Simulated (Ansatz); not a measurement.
BeS (zinc blende, F-43m), the program Ansatz at the r²SCAN level (PAW). The conduction-band minimum lies at X, with 3 equivalent valleys. Second derivatives d²E/dk² of the lowest band at one valley (eV·Å²), along Cartesian directions:

```
direction  d²E/dk²
---------  -------
[100]        9.647
[010]        26.70
[001]        26.70
[110]        18.18
[101]        18.18
[011]        26.68
```

Question: Find the principal effective masses, the density-of-states mass and the conductivity mass.

Answer: Off-diagonal terms follow from H_xy = H[110] − (H_xx + H_yy)/2, and m*/mₑ = 7.620 eV·Å² over each eigenvalue: 0.29, 0.29, 0.79. One valley's DOS mass (m₁m₂m₃)^(1/3) = 0.40, conductivity mass 3/(Σ 1/mᵢ) = 0.36 mₑ.

Question: What effective density of states Nc follows at 300 K for parabolic valleys?

Answer: Nc = 2.509e19 × 3 × (0.40)^(3/2) ≈ 1.9e19 cm⁻³.

Question: With the computed static dielectric constant 7.06 (mean of the diagonal), estimate a hydrogenic donor's binding energy and radius.

Answer: E = 13.606 eV × 0.36/7.06² ≈ 98 meV; a = 0.529 Å × ε/m* ≈ 10 Å. Semilocal masses tend to be too small when the gap is underestimated.

Question: With ε∞ = 4.94 and ω_LO = 674 cm⁻¹, what Fröhlich coupling constant follows?

Answer: α = (1/ε∞ − 1/ε0) √(m* × 13.606 eV/ħω_LO) = 0.47.

Symmetry was held in the r²SCAN relaxation.

Potentials: the earlier of the program's two PAW sets. The files were generated under PBE; for other functionals the program regenerates the frozen cores, and for LDA and PBEsol the local potential too.
